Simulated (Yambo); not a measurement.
A G0W0@PBEsol run in Yambo for LiBH₄ (space group P6_3mc, No. 186) (3×3×2 Γ-centred k mesh, bands 3 to 199 and a 8 Ry block in the screening, 199 bands in G with the Bruneval-Gonze terminator, plasmon pole fitted at 27.2 eV) gives these matrix elements, in eV, at the band edges (Γ → Γ):

| state | E0 | <Vxc> | <Σx> | <Σc(E0)> | Z |
|---|---|---|---|---|---|
| valence edge | 0.000 | -12.582 | -16.747 | 1.667 | 0.815 |
| conduction edge | 6.744 | -8.044 | -3.770 | -3.026 | 0.851 |

Problem. Solve the linearised quasiparticle equation for both states, give the gap, and say how exchange and correlation each act on it.

Solution. E = E0 + Z(Σx + Σc − Vxc). Valence: 0.000 + 0.815 × (-16.747 + (1.667) − (-12.582)) = -2.04 eV. Conduction: 6.744 + 0.851 × (-3.770 + (-3.026) − (-8.044)) = 7.81 eV. The gap is 9.84 eV, against 6.74 eV in PBEsol. Replacing Vxc by bare exchange alone would open it by 8.44 eV; correlation takes back 4.69 eV of that, and Z scales what is left. Nearest settings tried, and what they do to the gap: 150 bands in W, 150 bands in G: -13 meV; 6 Ry block (209 vectors against 313): -77 meV; 3×3×1 mesh: -31 meV. So the settings aren't converged at that level. The mesh misses a band edge: along a dense path the PBEsol gap is 6.60 eV against 6.74 eV on the mesh. 

Geometry of the Materials Project entry, not relaxed at this level; primitive cell a = 4.203 Å, b = 4.203 Å, c = 7.420 Å, α = 90.00°, β = 90.00°, γ = 120.00°.

The structure is a Materials Project entry; no match was found in the copy of COD used, and its stability was not checked.
